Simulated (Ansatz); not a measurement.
Trial structures of BeCd2Se3: starts and ends

Theory: DFT PBE, scalar-relativistic, plane waves, PAW (Ansatz). All cells share a 420 eV cutoff and Γ-centred k meshes spaced at most about 0.3 Å⁻¹ (about 0.25 or finer for metals, 2π included). No spin polarisation in the final relaxations.

Each guess was relaxed in cell and atoms at zero pressure, within the symmetry of its start. Temperature and zero-point effects are left out. Coordination counts Se atoms around Be and Cd (those within 1.25 times the shortest such distance or 1.15 times the sum of covalent radii; a plus sign parts nearer from farther groups; the shortest distance is added where it is long for a bond; a slash parts the counts of unlike sites).

```csv
guess,made from,start group,V start (Å³/atom),end group,V end (Å³/atom),coordination at the end,gap on mesh (eV),E over the lowest end (meV/atom)
1,random cell,P4mm,23.1,P4mm,22.4,"Be 1+4, Cd 4/8 from 3.1 Å",0,0
2,GdB2Ru3 type,P6/mmm,22.2,P6/mmm,27.3,"Be 12 from 4.0 Å, Cd 6",0,686
3,Li3MnAs2 type,P-4m2,26.6,?,?,?,?,?
4,Li3LaSb2 type,P-3m1,26.0,P-3m1,21.2,"Be 6+2 from 3.7 Å, Cd 3",0,412
5,Ti2CuSb3 type,P-4m2,21.3,P-4m2,27.3,"Be 4 from 2.6 Å, Cd 5",0,44
```

Guess 3 as it starts:

Space group P-4m2 (No. 115). a = 4.819 Å, b = 4.819 Å, c = 6.863 Å, α = 90.00°, β = 90.00°, γ = 90.00°
```json
{"atom": "Be", "site": "1d", "symmetry": "-4m2", "x": "0.0000", "y": "0.0000", "z": "0.5000"}
{"atom": "Cd", "site": "2g", "symmetry": "2mm.", "x": "0.0000", "y": "0.5000", "z": "0.2679"}
{"atom": "Se", "site": "1b", "symmetry": "-4m2", "x": "0.5000", "y": "0.5000", "z": "0.0000"}
{"atom": "Se", "site": "1a", "symmetry": "-4m2", "x": "0.0000", "y": "0.0000", "z": "0.0000"}
{"atom": "Se", "site": "1c", "symmetry": "-4m2", "x": "0.5000", "y": "0.5000", "z": "0.5000"}
```

**Question.** Fill in the missing row: what does this guess relax into, and where does it rank?

**Answer.** It ends in space group P-4m2 (No. 115), with a = 5.265 Å, c = 5.171 Å, 23.9 Å³/atom and no gap. It lies 0.31 eV/atom over the lowest end, above guess 5 and below guess 4. Counting Se atoms around Be and Cd, this end has Be 2 from 2.6 Å, Cd 6 and the lowest (guess 1) has Be 1+4, Cd 4/8 from 3.1 Å. This end holds Se–Se chains (shortest 2.59 Å); in the lowest (guess 1) the shortest Se–Se distance is 3.16 Å.

```cif
data_structure
_symmetry_space_group_name_H-M 'P-4m2'
_symmetry_Int_Tables_number 115
_cell_length_a 5.2654
_cell_length_b 5.2654
_cell_length_c 5.1714
_cell_angle_alpha 90.000
_cell_angle_beta 90.000
_cell_angle_gamma 90.000
_cell_volume 143.38
loop_
_atom_site_label
_atom_site_type_symbol
_atom_site_symmetry_multiplicity
_atom_site_Wyckoff_symbol
_atom_site_fract_x
_atom_site_fract_y
_atom_site_fract_z
_atom_site_occupancy
Be1 Be 1 d 0.00000 0.00000 0.50000 1
Cd1 Cd 2 g 0.00000 0.50000 0.24416 1
Se1 Se 1 b 0.50000 0.50000 0.00000 1
Se2 Se 1 a 0.00000 0.00000 0.00000 1
Se3 Se 1 c 0.50000 0.50000 0.50000 1
```

The zero of energy is the elements' standard structures at the same level; no fitted shifts are applied.

**Question.** Is the lowest end bound against the elements?

**Answer.** Yes: its formation energy is −0.13 eV/atom. A negative formation energy is needed for stability but isn't enough: competing phases decide.

Weakly bound directions are ill-defined at this level, which has no dispersion term (P-4m2 at 27.3 Å³/atom), and this can change margins and order among such cells. The zero gap of P-4m2 at 27.3 Å³/atom may come from the functional, which often closes small gaps. A magnetic state wasn't ruled out in cells without spin, among them P6/mmm. The reference form of Se is held partly by dispersion forces, which this level lacks. Cells relaxed within their symmetry can be saddle points. A lower structure may well exist outside this small set. Some candidate types were left out of the draw beforehand, so a known form may be missing.
